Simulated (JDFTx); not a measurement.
System: TiAl(100) (P4/mmm bulk; lattice of mp-1953, not re-optimised at this level), 1x1 cell of 5 atoms in 5 planes (Ti outermost, slab composition Ti3Al2), area 11.43 Å² a face, 5.4 Å between the outermost planes in a cell 21.6 Å high; k mesh 8×6×1, Fermi width 0.01 Ha, no spin polarisation. Whether this polymorph is the ambient one wasn't checked. Neither spin polarisation nor a larger cell was tried.

Profiles through the double layer of this slab, charged, in SCCS (g09 parameters), water, 1 M NaF; PBE, GBRV ultrasoft potentials, plane waves to 20/100 Ha, a modified build of JDFTx. z is the height above the outermost atoms, φ the plane-averaged electrostatic potential energy of an electron (zero in the bulk liquid), ρ_b the bound charge of solvent and ions, s the cavity shape function (0 in the solid, 1 in the liquid).

| z (Å) | n (e/Å³) | s | φ (eV) | ρ_b (10⁻³ e/Å³) |
|---|---|---|---|---|
| 0.89 | 0.0992 | 0.00 | -3.226 | 0.00 |
| 1.34 | 0.0354 | 0.00 | -1.176 | 0.00 |
| 1.79 | 0.0167 | 0.00 | -0.266 | 0.10 |
| 2.24 | 0.0078 | 0.00 | 0.007 | 1.41 |
| 2.69 | 0.0036 | 0.04 | 0.032 | 2.76 |
| 3.14 | 0.0016 | 0.46 | 0.023 | 1.85 |
| 3.59 | 0.0007 | 1.00 | 0.020 | 0.81 |
| 4.04 | 0.0003 | 1.00 | 0.018 | 0.36 |
| 4.49 | 0.0002 | 1.00 | 0.015 | 0.17 |
| 4.94 | 0.0001 | 1.00 | 0.013 | 0.08 |
| 5.39 | 0.0000 | 1.00 | 0.011 | 0.04 |
| 5.84 | 0.0000 | 1.00 | 0.010 | 0.02 |
| 6.29 | 0.0000 | 1.00 | 0.009 | 0.01 |
| 6.74 | 0.0000 | 1.00 | 0.007 | 0.01 |
| 7.19 | 0.0000 | 1.00 | 0.006 | 0.01 |
| 7.64 | 0.0000 | 1.00 | 0.005 | 0.00 |

Problem. Is the electrode positively or negatively charged, and roughly by how much?

Solution. Negatively: σ = -5.5 μC/cm² per face. The liquid's bound charge is of the opposite sign overall, and far from the surface φ decays with the screening length (3.0 Å).
